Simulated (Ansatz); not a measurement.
This run works on a proposed trial structure, not on a known crystal.

Input and command of a plane-wave DFT calculation in Ansatz:

```yaml
crystal:
  lattice:
    - [-1.949232478, 5.845022681, 2.75547208]
    - [1.949232478, -5.845022681, 2.75547208]
    - [1.949232478, 5.845022681, -2.75547208]
  atoms:
    - { symbol: Si, position: [0.3328380689, 1.0000017325, 0.3328363363] }
    - { symbol: Si, position: [0.4232816404, 0.2539121927, 0.1693694477] }
    - { symbol: Si, position: [0.6671653962, 1.0000017325, 0.6671636637] }
    - { symbol: Si, position: [0.084542745, 0.2539121927, 0.8306305523] }
    - { symbol: Si, position: [0.7422714761, 0.2422714761, 0.5] }
    - { symbol: Ge, position: [0.9999006734, 0.9999006734, 0.0] }
basis:
  ecutwfc: 420
kpoints:
  mp_grid: { grid: [12, 12, 12] }
hamiltonian:
  xc: pbe
scf:
  occupations: { method: gaussian, width: 0.02 }
output:
  forces: true
  stress: true
  eigenvalues: true
relax:
  adjacent_minimum: "off"
  f_tol: 0.01
  max_steps: 80
  cell: { stress_tol: 0.05 }
```

```bash
ansatz run input.yaml --threads 1 --pin off --max-ram 2560MiB --backend cpu --events-out ev --progress --plain --runs-dir out
```

Processor: Intel(R) Xeon(R) Processor @ 2.50GHz (Skylake/Cascade Lake), 1 thread, on a host shared with other jobs.

Problem. How long does it run, and how much memory does it take?

Solution. About 4.6 min, peak memory 0.93 GiB. It solves 23 bands at 280 k points (after reduction by symmetry) with about 2501 plane waves (on the last cell), in 11 SCF iterations over 2 ionic steps.
